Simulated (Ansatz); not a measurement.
Starting cell, NiSi$_{2}$ (fluorite type, space group Fm-3m):

```yaml
crystal:
  lattice:
    - [0.00000, 2.72225, 2.72225]
    - [2.72225, 0.00000, 2.72225]
    - [2.72225, 2.72225, 0.00000]
  atoms:
    - { symbol: Ni, position: [0.00000, 0.00000, 0.00000] }
    - { symbol: Si, position: [0.25000, 0.25000, 0.25000] }
    - { symbol: Si, position: [0.75000, 0.75000, 0.75000] }
```

In this cell atom 3 (Si, nearest neighbour Ni at 2.358 Å; its periodic images, 3.8 Å or more away, move with it) is moved by s along Cartesian z, unit vector (0.000, 0.000, 1.000); all other atoms and the cell stay fixed.

Level of theory: PBE (plane waves to 420 eV, PAW, scalar-relativistic; Ansatz, a first-principles code). k mesh 12×12×12 (Γ-centred), Fermi-Dirac smearing 0.05 eV. The energy includes the smearing's −TS. With partly filled bands, energies and forces of such displacements shift with the k mesh and the smearing. NiSi2 is run without spin polarisation. NiSi2 was relaxed with its symmetry unable to fall. ΔE is measured from the undisplaced structure. The last digit holds for this mesh only.

| s (Å) | ΔE (meV/cell) |
|---|---|
| -0.470 | 894.6 |
| -0.376 | 554.3 |
| -0.282 | 303.8 |
| -0.188 | 131.7 |
| -0.094 | 32.1 |
| 0.000 | 0.0 |
| 0.094 | 32.1 |
| 0.188 | 131.7 |
| 0.282 | 303.8 |
| 0.376 | 554.3 |
| 0.470 | 894.6 |

Q: What force constant k = d²E/ds² at s = 0 does the table give?

A: 7.2 eV/Å². It is the second difference of the nearest points, corrected with the next pair.

Q: With k = 7.25 eV/Å² from the forces, is the well harmonic out to s = 0.470 Å?

A: ½ks² = 801 meV/cell against the computed 895 meV/cell, so the well is stiffer than harmonic there.

(For displaced atoms, the force is minus the slope of the energy, and its curvature is a force constant, which sets phonon frequencies.)
